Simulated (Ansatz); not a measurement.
CsPbCl₃ (cubic perovskite, Pm-3m) at seven volumes, plane-wave PAW PBE (Ansatz code), scaled uniformly. One row is withheld.

```csv
V (Å³/atom),P (GPa)
34.301,2.55
35.432,1.55
36.563,0.71
37.694,0.00
38.825,-0.60
39.955,?
41.086,-1.54
```

Fit the shown pressures and predict the withheld one.

P = (3/2)B₀(x^(7/2) − x^(5/2))[1 + (3/4)(B′ − 4)(x − 1)] with x = (V₀/V)^(2/3). Least squares on the six rows gives V₀ = 37.693 Å³/atom, B₀ = 21.8 GPa, B′ = 4.59. At V = 39.955, x = 0.9619 and P = -1.11 GPa. The run itself gave -1.11 GPa.

This is a known high-temperature phase of the composition, computed here at zero pressure and temperature. Symmetry was held in the PBE relaxation; its stability against distortions is not shown here. Spin–orbit coupling is left out wherever it is not named.

Potentials: the later of the program's two PAW sets.
